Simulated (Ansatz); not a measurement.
TiTe$_{2}$ (CdI2 type)

```xyz
3
Lattice="3.6973 0.0000 0.0000 -1.8487 3.2020 0.0000 0.0000 0.0000 6.3840" Properties=species:S:1:pos:R:3 pbc="T T T"
Ti     0.0000     0.0000     0.0000
Te     0.0000     2.1346     1.7307
Te     1.8487     1.0673     4.6533
```

The relaxed cell is deformed in two ways at once: its volume V is scaled, and at that volume it is stretched along z (the c axis of the conventional cell) so that c/a changes. Fractional atomic positions are held.

Computed with PBE-D3(BJ) (plane waves to 420 eV, PAW, scalar-relativistic; Ansatz, an electronic-structure program). k mesh 15×15×8 (Γ-centred), Fermi-Dirac smearing 0.05 eV. The energy includes the smearing's −TS. Compression counts positive. As the atoms are clamped, bonds stretch with the cell, which overstates energies and stresses. With partly filled bands, the response to shear is sensitive to the k mesh, so small differences along c/a are uncertain. Spin-orbit coupling is left out, though Te is heavy. TiTe2 is run without spin polarisation. TiTe2 was relaxed with its symmetry unable to fall. The zero of ΔE is the relaxed starting cell.

ΔE (meV/atom), with V/V₀ across and (c/a)/(c/a)₀ down:

```tsv
(c/a)/(c/a)₀ \ V/V₀	0.920	0.960	1.000	1.040	1.080
0.920	70	34	20	25	44
0.960	50	16	5	12	33
1.000	41	9	0	8	31
1.040	42	13	5	15	39
1.080	53	25	18	29	55
```

σxx (GPa), with V/V₀ across and (c/a)/(c/a)₀ down:

```
(c/a)/(c/a)₀ \ V/V₀  0.920  0.960  1.000  1.040  1.080
-------------------  -----  -----  -----  -----  -----
0.920                  5.7    2.1   -0.9   -3.3   -5.3
0.960                  6.1    2.5   -0.5   -2.9   -4.9
1.000                  6.7    3.0    0.0   -2.4   -4.4
1.040                  7.3    3.5    0.5   -1.9   -3.9
1.080                  7.8    4.1    1.0   -1.5   -3.5
```

Derived quantities:

```
Quantity                                                             Result
-------------------------  ------------------------------------------------
Lowest place on the grid    V/V₀ = 1.000, (c/a)/(c/a)₀ = 1.000 (0 meV/atom)
Highest place on the grid  V/V₀ = 0.920, (c/a)/(c/a)₀ = 0.920 (70 meV/atom)
```

(A scan under strain: stresses follow from slopes of the energy per volume, elastic moduli from its curvatures.)
